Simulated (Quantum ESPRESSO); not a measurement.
Band energies of SrTiO3

```
CELL_PARAMETERS angstrom
      3.91270     0.00000     0.00000
      0.00000     3.91270     0.00000
      0.00000     0.00000     3.91270
ATOMIC_POSITIONS crystal
  O  0.50000 0.00000 0.50000
  O  0.00000 0.50000 0.50000
  O  0.50000 0.50000 0.00000
  Ti 0.50000 0.50000 0.50000
  Sr 0.00000 0.00000 0.00000
```

PBEsol (pw.x of Quantum ESPRESSO, ONCV potentials, with spin-orbit coupling); path ΓXMΓRX,MR; energies in eV from the valence-band maximum.

| k (1/Å) | point | band 40 | band 41 | band 42 | band 43 | band 44 | band 45 | band 46 | band 47 |
|---|---|---|---|---|---|---|---|---|---|
| 0.00 | Γ | -0.35 | 1.83 | 1.83 | 1.83 | 1.83 | 1.86 | 1.86 | 4.37 |
| 0.20 |  | -0.45 | 1.86 | 1.86 | 2.18 | 2.18 | 2.20 | 2.20 | 4.38 |
| 0.60 |  | -0.69 | 1.98 | 1.98 | 3.53 | 3.53 | 3.56 | 3.56 | 4.39 |
| 0.80 | X | -0.73 | 2.01 | 2.01 | 3.78 | 3.78 | 3.81 | 3.81 | 4.39 |
| 1.00 |  | -0.95 | 2.32 | 2.32 | 3.79 | 3.79 | 3.81 | 3.81 | 4.70 |
| 1.41 |  | -0.22 | 3.57 | 3.57 | 3.80 | 3.80 | 4.14 | 4.14 | 5.30 |
| 1.61 | M | -0.09 | 3.79 | 3.79 | 3.81 | 3.81 | 4.26 | 4.26 | 5.34 |
| 1.80 |  | -0.20 | 3.68 | 3.68 | 3.71 | 3.71 | 4.14 | 4.14 | 5.30 |
| 2.17 |  | -0.75 | 2.87 | 2.87 | 3.02 | 3.02 | 3.28 | 3.28 | 4.99 |
| 2.36 |  | -0.75 | 2.38 | 2.38 | 2.51 | 2.51 | 2.71 | 2.71 | 4.74 |
| 2.74 | Γ | -0.35 | 1.83 | 1.83 | 1.83 | 1.83 | 1.86 | 1.86 | 4.37 |
| 3.09 |  | -0.75 | 2.38 | 2.38 | 2.46 | 2.46 | 2.48 | 2.48 | 5.09 |
| 3.44 |  | -0.63 | 3.34 | 3.34 | 3.40 | 3.40 | 3.42 | 3.42 | 6.51 |
| 3.78 |  | -0.20 | 4.14 | 4.14 | 4.17 | 4.17 | 4.19 | 4.19 | 7.39 |
| 4.13 | R | 0.00 | 4.47 | 4.47 | 4.47 | 4.47 | 4.50 | 4.50 | 6.88 |
| 4.29 |  | -0.04 | 4.38 | 4.38 | 4.41 | 4.41 | 4.44 | 4.44 | 7.00 |
| 4.62 |  | -0.38 | 3.72 | 3.72 | 4.07 | 4.07 | 4.11 | 4.11 | 6.86 |
| 4.94 |  | -1.06 | 2.69 | 2.69 | 3.82 | 3.82 | 3.85 | 3.85 | 5.26 |
| 5.27 | X | -0.73 | 2.01 | 2.01 | 3.78 | 3.78 | 3.81 | 3.81 | 4.39 |
| 5.27 | M | -0.09 | 3.79 | 3.79 | 3.81 | 3.81 | 4.26 | 4.26 | 5.34 |
| 5.43 |  | -0.09 | 3.84 | 3.84 | 3.86 | 3.86 | 4.28 | 4.28 | 5.67 |
| 5.75 |  | -0.04 | 4.18 | 4.18 | 4.20 | 4.20 | 4.41 | 4.41 | 6.95 |
| 6.07 | R | 0.00 | 4.47 | 4.47 | 4.47 | 4.47 | 4.50 | 4.50 | 6.88 |

The PBEsol gap is indirect, 1.83 eV, from R to Γ; the smallest direct gap is 2.17 eV.

The cell is held in this high symmetry; tilts and polar distortions were not searched.

Geometry of the Materials Project entry, not relaxed at this level.
